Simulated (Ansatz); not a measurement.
As (bcc (W type), Im-3m) at seven volumes, plane-wave PAW PBE (Ansatz code), scaled uniformly. One row is withheld.

```json
[
 {"V (Å³/atom)": "17.380", "P (GPa)": "9.03"},
 {"V (Å³/atom)": "17.953", "P (GPa)": "5.66"},
 {"V (Å³/atom)": "18.526", "P (GPa)": "2.59"},
 {"V (Å³/atom)": "19.098", "P (GPa)": "-0.01"},
 {"V (Å³/atom)": "19.671", "P (GPa)": "?"},
 {"V (Å³/atom)": "20.244", "P (GPa)": "-4.16"},
 {"V (Å³/atom)": "20.817", "P (GPa)": "-5.73"}
]
```

Q: Fit the shown pressures and predict the withheld one.

A: P = (3/2)B₀(x^(7/2) − x^(5/2))[1 + (3/4)(B′ − 4)(x − 1)] with x = (V₀/V)^(2/3). Least squares on the six rows gives V₀ = 19.103 Å³/atom, B₀ = 79.6 GPa, B′ = 3.96. At V = 19.671, x = 0.9807 and P = -2.20 GPa. The run itself gave -2.26 GPa.

A made-up cell: these elements were put on the sites of a structure type; neither database checked (COD, Materials Project) lists it. It is not the phase usual at ambient conditions (space group No. 166). The cell was relaxed with PBE under the symmetry of its start; whether a distortion lowers the energy is not shown.

Potentials: the earlier of the program's two PAW sets.
